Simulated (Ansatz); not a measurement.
Starting cell, NaCl (rock salt):

```
CELL_PARAMETERS angstrom
      0.00000     5.69553     5.69553
      2.84776     0.00000     2.84776
      2.84776     2.84776     0.00000
ATOMIC_POSITIONS crystal
  Cl 0.00000 0.00000 0.00000
  Cl 0.50000 0.00000 0.00000
  Na 0.25000 0.50000 0.50000
  Na 0.75000 0.50000 0.50000
```

The atoms are displaced by Q × the pattern below (from a DFPT mode at L = (0.5, 0.0, 0.0), largest move 1; Q in Å), at fixed cell. It is one choice among 2 degenerate patterns. (q is in reciprocal vectors of the primitive cell; the cell shown is doubled to hold the pattern.)

| atom | x | y | z |
|---|---|---|---|
| Cl1 | 0.285 | -0.520 | 0.805 |
| Cl2 | -0.285 | 0.520 | -0.805 |

Atoms not listed stay in place.

The numbers are results of PBE (plane waves to 420 eV, PAW, scalar-relativistic; Ansatz, a quantum-chemistry and plane-wave program), not measurements. k mesh 5×10×10 (Γ-centred), Fermi-Dirac smearing 0.05 eV. The energy includes the smearing's −TS. NaCl was relaxed with its symmetry unable to fall. The zero of ΔE is the undisplaced structure.

| Q (Å) | ΔE (meV/cell) |
|---|---|
| -0.1000 | 14.9 |
| -0.0833 | 10.4 |
| -0.0667 | withheld |
| -0.0500 | 3.7 |
| -0.0333 | 1.7 |
| -0.0167 | 0.4 |
| 0.0000 | 0.0 |
| 0.0167 | 0.4 |
| 0.0333 | 1.7 |
| 0.0500 | 3.7 |
| 0.0667 | withheld |
| 0.0833 | 10.4 |
| 0.1000 | 14.9 |

Fit an even polynomial form (powers 2, 4) to the given rows and predict ΔE at Q = 0.0667.

Least squares on the 11 given rows: ΔE = (1502)·Q² + (-1126)·Q⁴, in meV/cell with Q in Å; root-mean-square residual 0.03 meV/cell. At 0.0667 the fit gives 6.7 meV/cell; the calculation gives 6.6 meV/cell, so the interpolation is off by 0.1 (+1.5 %). The quadratic term alone would give 6.7 meV/cell.

(A displaced cell: forces are minus the slopes of the energy, force constants its curvatures, and phonons follow from these.)
